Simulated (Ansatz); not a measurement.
Relaxed TiO2 (rutile):

```yaml
crystal:
  lattice:
    - [4.59159, 0.00000, 0.00000]
    - [0.00000, 4.59159, 0.00000]
    - [0.00000, 0.00000, 2.93910]
  atoms:
    - { symbol: Ti, position: [0.00000, 0.00000, 0.00000] }
    - { symbol: Ti, position: [0.50000, 0.50000, 0.50000] }
    - { symbol: O, position: [0.30442, 0.30442, 0.00000] }
    - { symbol: O, position: [0.80442, 0.19558, 0.50000] }
    - { symbol: O, position: [0.19558, 0.80442, 0.50000] }
    - { symbol: O, position: [0.69558, 0.69558, 0.00000] }
```

The numbers are results of PBEsol (plane waves to 420 eV, PAW, scalar-relativistic; Ansatz, a quantum-chemistry and plane-wave program), not measurements. k mesh 6×6×9 (Γ-centred), Fermi-Dirac smearing 0.05 eV. The PAW data are Ansatz's earlier set. TiO2 is run without spin polarisation. TiO2 was relaxed with its symmetry unable to fall.

One atom of the cell was then moved (with its periodic images), all else fixed, and the forces (eV/Å) came out as:

```
atom      Fx      Fy     Fz
----  ------  ------  -----
Ti1   -1.450  -1.450  0.000
Ti2    1.530   1.530  0.000
O3     0.244   0.244  0.000
O4     0.076   0.048  0.000
O5     0.048   0.076  0.000
O6    -0.447  -0.447  0.000
```

### Question
Which atom was moved, and by which vector (Å)?

### Answer
Ti1, by (0.11, 0.11, 0.00), 0.15 Å in all.

(A displaced cell: forces are minus the slopes of the energy, force constants its curvatures, and phonons follow from these.)
